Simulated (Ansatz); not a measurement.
**¹⁷O NMR of the central transition in NaMgScS3O12**

Cell: a Materials Project structure (computed, not necessarily an observed phase), taken as it stands.

Space group R3c:H (No. 161); a = 8.7297, c = 22.9930 Å, γ = 120.00°.

| site | Wyckoff | site symmetry | x | y | z |
| --- | --- | --- | --- | --- | --- |
| Na | 6a | 3. | 0.0000 | 0.0000 | 0.4979 |
| Mg | 6a | 3. | 0.0000 | 0.0000 | 0.3511 |
| Sc | 6a | 3. | 0.0000 | 0.0000 | 0.6483 |
| S | 18b | 1 | 0.9604 | 0.3370 | 0.5842 |
| O13 | 18b | 1 | 0.2104 | 0.0268 | 0.3028 |
| O19 | 18b | 1 | 0.7899 | 0.9737 | 0.6977 |
| O25 | 18b | 1 | 0.0228 | 0.8268 | 0.4098 |
| O31 | 18b | 1 | 0.9768 | 0.1744 | 0.5897 |

One atom of each set is listed; the run and its k-mesh use a cell of 36 atoms with edges of 9.17, 9.17, 9.17 Å.

Method: Kohn–Sham DFT in Ansatz, PBE, plane waves and PAW, scalar-relativistic, 420 eV cutoff, Γ-centred 3×3×3 k-points, Fermi–Dirac smearing 0.02 eV.

¹⁷O has I = 5/2 and Q = -25.58 mb (Pyykkö 2018); at 18.8 T its Larmor frequency is ν₀ = 108.6 MHz. Only the quadrupole interaction is simulated: positions count from each site's isotropic chemical shift, and J coupling is left out, as are shift anisotropy and dipolar coupling, which fast spinning averages.

**Question.** What does the ¹⁷O spectrum (fast magic-angle spinning) show for each site?

**Answer.** 

| site | first shell | C_Q (MHz) | η | P_Q (MHz) | δ_QIS (ppm) | breadth (kHz) |
| --- | --- | --- | --- | --- | --- | --- |
| O13 | 1 S at 1.46 Å, 1 Mg at 2.06 Å, angle 154° | -8.55 | 0.08 | 8.56 | -37.3 | 8.90 |
| O19 | 1 S at 1.49 Å, 1 Sc at 2.07 Å, angle 154° | -8.68 | 0.05 | 8.68 | -38.4 | 9.07 |
| O25 | 1 S at 1.47 Å, 1 Mg at 2.11 Å, angle 147°; also 1 Na at 2.59 Å | -8.61 | 0.14 | 8.64 | -38.0 | 9.19 |
| O31 | 1 S at 1.50 Å, 1 Sc at 2.12 Å, angle 145°; also 1 Na at 2.67 Å | -8.73 | 0.15 | 8.76 | -39.1 | 9.47 |

δ_QIS = −(ν_Q²/30ν₀²)[I(I+1) − 3/4](1 + η²/3) × 10⁶ ppm with ν_Q = 3|C_Q|/[2I(2I−1)]; it falls as 1/B₀² in ppm, and the breadth as 1/B₀ in kHz.

At O13, O19, O25 and O31 V_zz points along the shorter of its two bonds, to S (within 2°) in each case.

The largest force is 0.4 eV/Å, so the atoms aren't at the calculated equilibrium and relaxing them would move these values.

Hardware: 1 thread of Intel Xeon 6975P-C (Granite Rapids) (x86_64; 48 cores open to the job, memory cap 2.5 GiB, no GPU), a shared host with a load of 0.5 a core. Wall time 42 s, CPU time 42 s, peak memory 1.1 GiB.
